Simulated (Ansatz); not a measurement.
Problem. WC in space group P-6m2 (No. 187; W on 1a, C on 1f) is relaxed with the program Ansatz at the LDA level (PAW). What lattice parameters of the conventional cell result?

Solution. a = 2.884 Å, c = 2.812 Å.

Problem. Is it a metal or does it have a gap at this level?

Solution. No gap at this level.

The LDA relaxation kept the symmetry of its start; phonons on a q-mesh show no instability. No spin polarisation was allowed. Scalar-relativistic: spin–orbit coupling is off unless named, which matters more the heavier the elements.

Potentials: the later of the program's two PAW sets.
